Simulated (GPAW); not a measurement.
## Fitting the PBE energy curve of GaSb3

It takes space group Fm-3m (No. 225, cubic). Conventional cell: a = 7.461 Å, b = 7.461 Å, c = 7.461 Å, α = 90.00°, β = 90.00°, γ = 90.00°. Around Sb (site symmetry m-3m) lie 8 Sb at 3.23 Å. Around Sb (site symmetry -43m) lie 4 Sb at 3.23 Å and 4 Ga at 3.23 Å. Ga (site symmetry m-3m) is surrounded by 8 Sb at 3.23 Å.

The cell comes from a database or a generator and needn't be the stable form of this composition.

The cell was scaled at fixed shape and fractions and run with GPAW, GPAW PAW data sets (gpaw-data 1.2.1), cutoff 600 eV; PBE, k mesh 6 × 6 × 6 on the cell of 4 atoms, fermi-dirac occupations of 0.05 eV, no spin polarisation, no spin-orbit coupling. Energies are those that the program minimises, any entropy of the smearing included. For a metal such a mesh isn't converged to the digits shown.

```tsv
V (Å³/atom)	energy over the lowest row (meV/atom)
24.4024	7.995
24.9216	?
25.4408	0.000
25.9600	1.178
26.4792	5.327
26.9984	12.206
27.5176	21.583
```

Q: Fit the third-order Birch-Murnaghan form, give V0, B0 and B′, and predict the energy left open.

A: With y = (V0/V)^(2/3), E = E0 + (9 V0 B0/16) [(y - 1)³ B′ + (y - 1)² (6 - 4y)]. Least squares through the rows shown give V0 = 25.5117 Å³/atom, E0 = -0.021 meV, B0 = 49.58 GPa (1 eV/Å³ = 160.218 GPa) and B′ = 3.82, with a largest miss of 0.014 meV. At V = 24.9216 the form with these constants gives 2.172 meV; the run gave 2.121 meV an atom.
